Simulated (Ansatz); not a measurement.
Zr2Ga3Cu:
```yaml
crystal:
  lattice:
    - [4.95810, 2.06035, 0.00000]
    - [-4.95810, 2.06035, 0.00000]
    - [-4.36789, 0.00000, 4.93905]
  atoms:
    - { symbol: Zr, position: [0.45842, 0.54158, 0.20126] }
    - { symbol: Zr, position: [0.54510, 0.45490, 0.79233] }
    - { symbol: Ga, position: [0.14952, 0.85048, 0.61419] }
    - { symbol: Ga, position: [0.17350, 0.82650, 0.20765] }
    - { symbol: Ga, position: [0.83981, 0.16019, 0.79470] }
    - { symbol: Cu, position: [0.83364, 0.16636, 0.38987] }
```

Relaxed with r²SCAN. Special points in fractions of this cell's reciprocal vectors: Γ (0.000, 0.000, 0.000); C (0.327, 0.327, 0.000); C2 (-0.327, 0.673, 0.000); Y2 (-0.500, 0.500, 0.000); M2 (-0.500, 0.500, 0.500); D (-0.250, 0.750, 0.500); D2 (0.250, 0.250, 0.500); A (0.000, 0.000, 0.500); L2 (0.000, 0.500, 0.500); V2 (0.000, 0.500, 0.000).

### Question
List the band energies nearest the Fermi level at these points for r²SCAN in the plane-wave PAW code Ansatz.

### Answer
In eV from the Fermi level; about four levels below and three above (degenerate sets whole), none deeper than 8.9 eV; points with the same levels are listed once.

```csv
k,below,above
Γ,-2.23 -1.64 -1.37 -0.76,0.40 1.96 2.02
C,-3.03 -2.51 -1.53 -1.06,0.51 0.78 1.29
Y2,-3.28 -1.44 -1.32 -0.20,0.19 0.49 0.80
M2,-1.89 -0.91 -0.78 -0.71,0.31 0.67 1.88
D,-1.12 -0.93 -0.70 -0.27,2.12 2.25 2.56
A,-1.76 -1.15 -0.56 -0.39,0.58 0.92 1.81
L2,-1.13 -0.89 -0.75 -0.36,2.44 2.47 2.50
V2,-2.25 -2.04 -1.73 -1.15,0.78 1.62 2.11
```

Space group Cm. The workflow started from a Materials Project entry (that database holds measured and hypothetical structures alike); the Crystallography Open Database copy checked does not list it. With Ga and Cu taken as one species the cell has the higher symmetry Ima2, so it may be an ordered model of a mixed-site phase. Whether it is the stable phase at ambient conditions was not checked. Symmetry was held in the r²SCAN relaxation; its stability against distortions is not shown here. No spin polarisation was allowed. Scalar-relativistic: spin–orbit coupling is off unless named, which matters more the heavier the elements.

Potentials: the earlier of the program's two PAW sets.
